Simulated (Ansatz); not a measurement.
Consider the following.

Starting cell, Cu (fcc, Cu type):

```
CELL_PARAMETERS angstrom
      3.56378     0.00000     0.00000
      0.00000     3.56378     0.00000
      0.00000     0.00000     3.56378
ATOMIC_POSITIONS crystal
  Cu 0.00000 0.00000 0.00000
  Cu 0.50000 0.50000 0.00000
  Cu 0.50000 0.00000 0.50000
  Cu 0.00000 0.50000 0.50000
```

In each cell atom 4 (Cu, nearest neighbour Cu at 2.520 Å; its periodic images, 3.6 Å or more away, move with it) moves by s·(0.577, 0.577, 0.577) (along Cartesian [111]), the rest being held.

The numbers are results of PBEsol (plane waves to 420 eV, PAW, scalar-relativistic; Ansatz, an electronic-structure program), not measurements. k mesh 11×11×11 (Γ-centred), Fermi-Dirac smearing 0.05 eV. Energies are smeared free energies. Left out: 2 of 11 points, with atoms too close for the PAW data. With partly filled bands, energies and forces of such displacements shift with the k mesh and the smearing. Cu is run without spin polarisation. Cu was relaxed with its symmetry unable to fall. The zero of ΔE is the undisplaced structure.

The scan covers s from -0.608 to 0.608 Å in 9 points.

Q: Is the energy the same for equal positive and negative displacements?

A: Even: the same for both signs. With its periodic images moving along, the atom's site symmetry in this cell is m-3m.

Q: What force acts on the atom along the line at s = -0.608 Å?

A: 8.05 eV/Å.

Q: What is the energy change at s = 0.608 Å?

A: 1942 meV/cell.

Q: What is the force constant k = d²E/ds² of this move at s = 0?

A: 7.73 eV/Å².

(A displaced cell: forces are minus the slopes of the energy, force constants its curvatures, and phonons follow from these.)
